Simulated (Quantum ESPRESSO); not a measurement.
# Kohn-Sham bands of CsPbBr₃ (cubic perovskite)

```yaml
crystal:
  lattice:
    - [5.94863, 0.00000, 0.00000]
    - [0.00000, 5.94863, 0.00000]
    - [0.00000, 0.00000, 5.94863]
  atoms:
    - { symbol: Cs, position: [0.00000, 0.00000, 0.00000] }
    - { symbol: Pb, position: [0.50000, 0.50000, 0.50000] }
    - { symbol: Br, position: [0.50000, 0.50000, 0.00000] }
    - { symbol: Br, position: [0.00000, 0.50000, 0.50000] }
    - { symbol: Br, position: [0.50000, 0.00000, 0.50000] }
```

Structure: Materials Project mp-600089, symmetrised, not relaxed again. COD (Crystallography Open Database) records the formula in this space group. Ideal cubic forms of this type are often high-temperature phases that distort on cooling; symmetry holds the cell here, and its stability was not tested. Method: PBEsol plane waves in Quantum ESPRESSO 7.5 (PseudoDojo norm-conserving files, 50 Ry, no spin polarisation, no spin-orbit coupling), Bloch states on a 6×6×6 mesh through Γ, Wannier90 4.0.1. Density: 6×6×6 mesh, cold smearing 0.01 Ry. Spin-orbit coupling is left out although heavy elements are present.

The lattice is scaled uniformly by ε, fractional positions fixed; Kohn-Sham values from pw.x, the row at -1.5 % withheld:

```json
[
 {"ε (%)": "-3.0", "gap (eV)": "1.204", "width of the top valence group (eV)": "4.887", "direct gap at Γ (eV)": "5.012", "direct gap at X (eV)": "4.007"},
 {"ε (%)": "-1.5", "gap (eV)": "?", "width of the top valence group (eV)": "?", "direct gap at Γ (eV)": "?", "direct gap at X (eV)": "?"},
 {"ε (%)": "0.0", "gap (eV)": "1.591", "width of the top valence group (eV)": "4.017", "direct gap at Γ (eV)": "4.873", "direct gap at X (eV)": "3.879"},
 {"ε (%)": "1.5", "gap (eV)": "1.745", "width of the top valence group (eV)": "3.635", "direct gap at Γ (eV)": "4.809", "direct gap at X (eV)": "3.800"},
 {"ε (%)": "3.0", "gap (eV)": "1.874", "width of the top valence group (eV)": "3.286", "direct gap at Γ (eV)": "4.748", "direct gap at X (eV)": "3.713"}
]
```

**Question.** Fit y = y₀ + bε + cε² to the rows at -3.0, 0 and 3.0 %, check it on the fourth row, and predict the withheld one.

**Answer.** 
- gap (eV): b = (1.874 − 1.204)/6 = 0.1117, c = (1.874 + 1.204 − 2×1.591)/18 = -0.00578. Check at 1.5 %: 1.746 for 1.745. Prediction 1.410; the run gives 1.411.
- width of the top valence group (eV): b = (3.286 − 4.887)/6 = -0.2668, c = (3.286 + 4.887 − 2×4.017)/18 = 0.00772. Check at 1.5 %: 3.634 for 3.635. Prediction 4.435; the run gives 4.433.
- direct gap at Γ (eV): b = (4.748 − 5.012)/6 = -0.0440, c = (4.748 + 5.012 − 2×4.873)/18 = 0.00078. Check at 1.5 %: 4.809 for 4.809. Prediction 4.941; the run gives 4.940.
- direct gap at X (eV): b = (3.713 − 4.007)/6 = -0.0490, c = (3.713 + 4.007 − 2×3.879)/18 = -0.00211. Check at 1.5 %: 3.801 for 3.800. Prediction 3.948; the run gives 3.949.
